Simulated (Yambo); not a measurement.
Yambo run on MgZn3S4 (space group Pm, No. 6). The wavefunctions come from this Quantum ESPRESSO step (PBEsol, PseudoDojo standard norm-conserving files, scalar-relativistic):

```
&CONTROL
  calculation = 'nscf'
  pseudo_dir = './pseudo'
  outdir = './out'
/
&SYSTEM
  ibrav = 0
  nat = 8
  ntyp = 3
  ecutwfc = 84.0
  ecutrho = 336.0
  occupations = 'fixed'
  force_symmorphic = .true.
  nbnd = 195
/
&ELECTRONS
  conv_thr = 8e-09
  diago_full_acc = .true.
  diago_thr_init = 1e-08
/
ATOMIC_SPECIES
Mg 24.3050 Mg.upf
S 32.0600 S.upf
Zn 65.3800 Zn.upf
CELL_PARAMETERS angstrom
  6.312280000000   0.000000000000   0.000000000000
  0.000000000000   3.854470000000   0.000000000000
 -0.005269000000   0.000000000000   6.693218000000
ATOMIC_POSITIONS crystal
Mg   0.500400000000   0.000000000000   0.666500000000
S   0.113000000000   0.000000000000   0.665400000000
S   0.127100000000   0.500000000000   0.167400000000
S   0.630300000000   0.500000000000   0.843500000000
S   0.627700000000   0.000000000000   0.324100000000
Zn   0.499600000000   0.500000000000   0.166700000000
Zn   0.999300000000   0.500000000000   0.836500000000
Zn   0.998700000000   0.000000000000   0.329800000000
K_POINTS automatic
2 4 2 0 0 0
```

Yambo input:

```
rim_cut
gw0
dyson
el_el_corr
HF_and_locXC
ppa
em1d
RandQpts= 1000000
RandGvec= 1 Ry
EXXRLvcs= 84 Ry
VXCRLvcs= 336 Ry
Chimod= "HARTREE"
% BndsRnXp
 17 | 194 |
%
NGsBlkXp= 6 Ry
% LongDrXp
 1.0 | 1.0 | 1.0 |
%
PPAPntXp= 27.2114 eV
% GbndRnge
 1 | 194 |
%
GTermKind= "BG"
DysSolver= "n"
ExtendOut
% QPkrange
 1 | 1 | 47 | 48 |
 2 | 2 | 47 | 48 |
 6 | 6 | 47 | 48 |
 7 | 7 | 47 | 48 |
 8 | 8 | 47 | 48 |
 11 | 11 | 47 | 48 |
 12 | 12 | 47 | 48 |
%
```

k points by index: 1 = Γ, 2 = (0, 0, -0.5), 6 = (0, -0.5, -0.5), 7 = (-0.5, 0, 0), 8 = (-0.5, 0, -0.5), 11 = (-0.5, -0.5, 0), 12 = (-0.5, -0.5, -0.5).

Table of the .qp output:

```
#    K-point    Band    Eo [eV]    E [eV]    E-Eo [eV]    Vxc [eV]    Vnlxc [eV]    Sc|Eo [eV]    Sc|E [eV]    dSc/dw|Eo [eV]    Re(Z)    Im(Z)
#
    1    47    0.000000    -0.831746    -0.831746    -15.93359    -19.20053    2.211656    2.435196    -7.312377    0.788190    -0.001424
    1    48    2.238133    2.852438    0.614305    -11.30287    -7.019485    -3.528580    -3.669085    -6.222695    0.813880    -0.001317
    2    47    -0.288810    -1.134700    -0.845890    -15.71064    -19.07333    2.288781    2.516801    -7.334184    0.787693    -0.001436
    2    48    3.805460    4.470796    0.665336    -12.08731    -7.552628    -3.709651    -3.869345    -6.530073    0.806465    -0.001374
    6    47    -0.723332    -1.593270    -0.869938    -15.14079    -18.59602    2.349819    2.585298    -7.364701    0.786997    -0.001454
    6    48    3.559794    4.149490    0.589696    -10.75478    -6.529460    -3.505921    -3.635625    -5.983958    0.819733    -0.001310
    7    47    -0.300365    -1.144698    -0.844333    -15.72276    -19.08510    2.290089    2.518002    -7.344274    0.787463    -0.001437
    7    48    3.397457    4.071773    0.674316    -11.58348    -7.094052    -3.659009    -3.815109    -6.298142    0.812047    -0.001338
    8    47    -0.668922    -1.580527    -0.911604    -14.85336    -18.36892    2.357539    2.603946    -7.354274    0.787235    -0.001458
    8    48    4.108150    4.759049    0.650899    -11.20315    -6.698125    -3.704431    -3.854130    -6.257062    0.813044    -0.001355
    11    47    -1.078150    -1.969808    -0.891658    -14.09580    -17.62600    2.394753    2.638541    -7.438809    0.785314    -0.001480
    11    48    4.305849    4.958378    0.652529    -11.13897    -6.668431    -3.668827    -3.818009    -6.219781    0.813950    -0.001458
    12    47    -1.222233    -2.147306    -0.925073    -14.02676    -17.66915    2.463277    2.717316    -7.471624    0.784571    -0.001493
    12    48    3.454505    4.024650    0.570146    -10.29344    -6.071554    -3.526302    -3.651738    -5.985388    0.819698    -0.001319
```
(The two width columns are left out.) Convergence of these settings isn't established.

Geometry of the Materials Project entry, not relaxed at this level.

The structure is a Materials Project entry; no match was found in the copy of COD used, and its stability was not checked.
